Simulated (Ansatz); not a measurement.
Space group Fm-3m (No. 225). a = 6.461 Å, b = 6.461 Å, c = 6.461 Å, α = 90.00°, β = 90.00°, γ = 90.00°
```json
{"atom": "Ti", "site": "8c", "symmetry": "-43m", "x": "0.2500", "y": "0.2500", "z": "0.7500"}
{"atom": "Ti", "site": "4a", "symmetry": "m-3m", "x": "0.0000", "y": "0.0000", "z": "0.0000"}
{"atom": "Al", "site": "4b", "symmetry": "m-3m", "x": "0.5000", "y": "0.0000", "z": "0.0000"}
```

Equation of state of this Ti3Al structure (not necessarily the ground state), with shape and atoms relaxed at each volume where symmetry leaves them free. It has no gap at any of these volumes. The calculation used DFT r2SCAN, scalar-relativistic, plane waves, PAW in Ansatz 0.2.0.

Plane waves to 500 eV, a k mesh through Γ of 12×12×12 on the computed 4-atom cell and Gaussian smearing (0.10 eV); collinear spin.

```
V (Å³/atom) E − E(largest V) (meV/atom) P (GPa)
     14.832                        53.94    18.45
     15.338                         4.83    12.81
     15.844                       -27.66     7.91
     16.349                       -45.76     3.67
     16.855                       -51.41     0.00
     17.360                       -46.25    -3.18
     17.866                       -31.74    -5.94
     18.540                         0.00    -9.03
```

Q: Fit a third-order Birch–Murnaghan equation to E(V).

A: V0 = 16.85 Å³/atom, B0 = 114 GPa, B0' = 3.8.

The state reached may not be the lowest one.